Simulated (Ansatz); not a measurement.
Put Y4B in Pm-3m (No. 221): Y on 3c and 1a; B on 1b.

All numbers below come from DFT PBE, scalar-relativistic, plane waves, PAW (Ansatz 0.2.0). Cutoff 420 eV, Γ-centred mesh, Gaussian smearing, no spin polarisation.

Energies over the elements count from the elements' standard structures at the same level, with no fitted energy shifts.

Task: Predict the relaxed structure.

Result:

Space group Pm-3m (No. 221). a = 5.189 Å, b = 5.189 Å, c = 5.189 Å, α = 90.00°, β = 90.00°, γ = 90.00°
```json
{"atom": "Y", "site": "3c", "symmetry": "4/mm.m", "x": "0.0000", "y": "0.5000", "z": "0.5000"}
{"atom": "Y", "site": "1a", "symmetry": "m-3m", "x": "0.0000", "y": "0.0000", "z": "0.0000"}
{"atom": "B", "site": "1b", "symmetry": "m-3m", "x": "0.5000", "y": "0.5000", "z": "0.5000"}
```

Y on a site of symmetry 4/mmm has 2 B at 2.59 Å and 12 Y at 3.67 Å; around Y on a site of symmetry m-3m lie 12 Y at 3.67 Å; around B lie 6 Y at 2.59 Å.

Task: Where does its energy lie, and is it a metal?

Result: The formation energy is +0.04 eV/atom and the gap on the 8×8×8 mesh of the 5-atom cell is 0 eV (a metal). The separate elements lie lower, so it is unstable against them.

The last run used Gaussian smearing of 0.10 eV. The cell is a metal run without spin; a magnetic state may lie lower. Symmetry constrained the relaxation, so the result can be a saddle point.
